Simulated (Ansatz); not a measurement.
VBiO4 (scheelite type, space group I4_1/a)

```
VBiO4
1.0
   -2.58302     2.58302     5.88974
    2.58302    -2.58302     5.88974
    2.58302     2.58302    -5.88974
Bi V O
2 2 8
Direct
  0.75000   0.25000   0.50000
  0.00000   0.00000   0.00000
  0.25000   0.75000   0.50000
  0.50000   0.50000   0.00000
  0.07895   0.96647   0.38925
  0.57722   0.68970   0.61075
  0.71647   0.82722   0.38752
  0.43970   0.32895   0.61248
  0.67105   0.28353   0.11075
  0.17278   0.56030   0.88925
  0.03353   0.42278   0.11248
  0.31030   0.92105   0.88752
```

The slice is a (100) plane (indices of the conventional cell) through the point (0.671, 0.283, 0.111) (fractional), spanned by u = [101] and v = [110] in vectors of this cell: u (5.17 Å) and v (11.78 Å, at 90° to u). It covers one period; positions are fractions (u, v).

Calculation: PBE (plane waves to 420 eV, PAW, scalar-relativistic; Ansatz, an electronic-structure program). k mesh 7×7×7. These are valence fields of a PAW run, semicore shells included where kept as valence: close to a nucleus they are smooth pseudo fields. Spin-orbit coupling is left out, though Bi is heavy. The PAW data are Ansatz's earlier set. This is one of several known forms of VBiO4; the measured ambient cells at hand have space group No. 15 or 60. VBiO4 is run without spin polarisation. VBiO4 was relaxed with its symmetry unable to fall.

### Question
Predict the map of the electron localisation function (ELF) on the slice.

### Answer
```
|89820000000499|
|98310001000169|
|32133112210013|
|02455311200000|
|13555521000121|
|32555531002677|
|62355420005899|
|82122110005999|
|72012564003899|
|40038997201256|
|00059998212211|
|00058996235542|
|10026773255553|
|10001211355552|
|12000000245531|
|22100133213311|
|10001699831000|
|00004998982000|
|0000298x894000|
|00011598993000|
|00143279961000|
|44233114310001|
|89741000000004|
|99983000121005|
|89984004786103|
|47861038998400|
|01210059998300|
|00000048974100|
|43100014423311|
|99610000014327|
|89930000001159|
|x8940000000298|
```
Scale: ten equal steps from 0.02 (start of '0') to 0.83 (end of '9'), in the order '0123456789'. Values: electron localisation function (ELF). The map has 14 points along u (one character each, u = 0 at the left) and 32 along v (v = 0 in the bottom row). Points within 0.3 Å of a nucleus are blanked (x), as the pseudised field means little there.
